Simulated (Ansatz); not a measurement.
All numbers below come from DFT PBE, scalar-relativistic, plane waves, PAW (Ansatz 0.2.0). All cells share a 420 eV cutoff and Γ-centred k meshes spaced about 0.3 Å⁻¹ or finer (0.25 for metals, 2π included). Collinear spin where magnetic atoms keep a moment.

Relaxed structures of CuNi₂O₃, with energies over the first row. Coordination counts O atoms around Cu and Ni (those within 1.25 times the shortest such distance or 1.15 times the sum of covalent radii; a plus sign parts nearer from farther groups).

| # | form | sites | V (Å³/atom) | coordination | ΔE (meV/atom) | moments |
| --- | --- | --- | --- | --- | --- | --- |
| 1 | Immm | Cu 2a; Ni 4i; O 4j, 2d | 9.4 | Cu 6, Ni 6 | 0 | ferromagnetic moments up to 1.3 μB |
| 2 | P-4m2 | Cu 1a; Ni 2g; O 1b, 2g | 10.4 | Cu 4, Ni 5 | 77 | ferromagnetic moments up to 1.2 μB |

A further structure, relaxed alike (ferromagnetic moments up to 1.4 μB):

```
CELL_PARAMETERS angstrom
-1.46544 1.46544 6.60357
1.46544 -1.46544 6.60357
1.46544 1.46544 -6.60357
ATOMIC_POSITIONS crystal
Cu 0.00000 0.00000 0.00000
Ni 0.66697 0.66697 0.00000
Ni 0.33303 0.33303 0.00000
O 0.17729 0.17729 0.00000
O 0.82271 0.82271 0.00000
O 0.50000 0.50000 0.00000
```

Problem. Place it among the others.

Solution. It falls between rows 1 and 2, 15 meV/atom above row 1, with space group I4/mmm (No. 139) and 9.5 Å³/atom. Counting O atoms around Cu and Ni, this cell has Cu 4+2, Ni 6 and row 1 has Cu 6, Ni 6. Cu has 4 O at 2.07 Å and 2 O at 2.34 Å; around Ni lie 5 O at 2.06–2.08 Å and 1 O at 2.21 Å; around O on a site of symmetry 4mm lie 5 Ni at 2.06–2.08 Å and 1 Cu at 2.34 Å; O on a site of symmetry 4/mmm is surrounded by 4 Cu at 2.07 Å and 2 Ni at 2.21 Å.

For metals, differences of a few meV/atom aren't resolved. In such compounds of Cu and Ni a zero gap at this level may well be an artefact, since no Hubbard U is applied. Another magnetic order may lie lower. Cells relaxed within their symmetry can be saddle points.
